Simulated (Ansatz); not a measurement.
The relaxed structure here is a generated cell of KTaO3: the first start was made by placing the elements on the sites of a structure type, and the end was not matched to a known phase here, so it may be hypothetical. Known forms of KTaO3 include space group No. 221.

A relaxed structure of KTaO$_{3}$. Space group R-3 (No. 148), AFLOW prototype AB3C_hR10_148_c_f_c (as in TiFeO3). Method: PBE (plane waves to 420 eV, PAW, scalar-relativistic; Ansatz, an electronic-structure program).

Space group R-3, hexagonal axes (No. 148); a = b = 5.4852 Å, c = 18.0899 Å, α = β = 90.00°, γ = 120.00°

| atom | site | symmetry | x | y | z |
|---|---|---|---|---|---|
| K | 6c | 3. | 0.0000 | 0.0000 | 0.3621 |
| O | 18f | 1 | 0.3394 | 0.0898 | 0.1026 |
| Ta | 6c | 3. | 0.0000 | 0.0000 | 0.1578 |
(The calculation used a cell of 10 atoms; values per cell refer to that cell.)

What is the computed band gap (PBE)?

4.57 eV, indirect (valence top at Γ, conduction bottom at S0) (no spin-orbit coupling).

What is the computed smallest direct gap (PBE)?

4.69 eV at S2.

No spin polarisation in the result.

The run could not lose the symmetry of its start: the end is stationary, and may be a saddle point rather than a minimum.
